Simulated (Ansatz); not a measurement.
The cell below belongs to a search over invented structures; it isn't taken from experiment.

Input and command of a plane-wave DFT calculation in Ansatz:

```yaml
crystal:
  lattice:
    - [3.10002482, -3.47397055, 0.0]
    - [3.10002482, 3.47397055, 0.0]
    - [0.0, 0.0, 5.20022777]
  atoms:
    - { symbol: Sc, position: [0.0, 0.0, 0.0] }
    - { symbol: Ti, position: [0.5, 0.5, 0.0], spin: 1.0 }
    - { symbol: Se, position: [0.18890866, 0.81109134, 0.5] }
    - { symbol: Se, position: [0.81109134, 0.18890866, 0.5] }
    - { symbol: Se, position: [0.5, 0.5, 0.5] }
basis:
  ecutwfc: 420
kpoints:
  mp_grid: { grid: [3, 3, 3] }
hamiltonian:
  xc: pbe
scf:
  occupations: { method: gaussian, width: 0.15 }
  lower_state_search: "off"
output:
  forces: true
  stress: true
  eigenvalues: true
  populations: true
magnetization:
  spin_polarized: true
relax:
  adjacent_minimum: "off"
  f_tol: 0.08
  max_steps: 16
  cell: { stress_tol: 0.8 }
```

```bash
ansatz run input.yaml --threads 1 --pin off --max-ram 2560MiB --backend cpu --events-out ev --progress --plain --runs-dir out
```

Processor: Intel(R) Xeon(R) Processor @ 2.50GHz (Skylake/Cascade Lake), 1 thread, on a host shared with other jobs.

How long does it run, and how much memory does it take?

About 3.4 min, peak memory 0.52 GiB. It solves 44 bands at 8 k points (after reduction by symmetry) with about 2933 plane waves (on the last cell), in 134 SCF iterations over 10 ionic steps.
